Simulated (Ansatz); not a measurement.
RuW:
Space group Cmcm (No. 63); a = 2.807 Å, b = 9.775 Å, c = 4.391 Å, α = 90.00°, β = 90.00°, γ = 90.00°

```csv
atom,site,symmetry,x,y,z
W,4c,m2m,0.0000,0.3416,0.2500
Ru,4c,m2m,0.0000,0.0876,0.2500
```
(The calculation used a cell of 4 atoms; values per cell refer to that cell.)

Relaxed with r²SCAN.

**Question.** Tabulate the valence density and the electron localisation function along the shortest Ru–Ru contact (2.78 Å), the program Ansatz at the r²SCAN level (PAW).

**Answer.** 

```
distance from Ru (Å)  density (e/Å³)   ELF
--------------------  --------------  ----
0.28                           10.09  0.56
0.42                            7.75  0.60
0.56                            5.18  0.58
0.70                            2.96  0.48
0.84                            1.42  0.35
0.97                            0.69  0.24
1.11                            0.46  0.20
1.25                            0.35  0.24
1.39                            0.33  0.28
1.53                            0.35  0.24
1.67                            0.46  0.20
1.81                            0.69  0.24
1.95                            1.42  0.35
2.09                            2.96  0.48
2.23                            5.18  0.58
2.37                            7.75  0.60
2.51                           10.09  0.56
```

The density is the valence pseudo-density with augmentation charge, so density and ELF within about 1 Å of a nucleus are not all-electron values.

The start of the workflow was typed in or built on a structure type; neither database checked (COD, Materials Project) lists it. Whether it is the stable phase at ambient conditions was not checked. Symmetry was held in the r²SCAN relaxation; its stability against distortions is not shown here. No spin polarisation was allowed. Its formation energy is positive at this level, so the cell may be metastable or incomplete. Axis ratios of metals converge slowly with the k-mesh, so a and c are less sure than the volume. Spin–orbit coupling is left out wherever it is not named.

Potentials: the earlier of the program's two PAW sets.
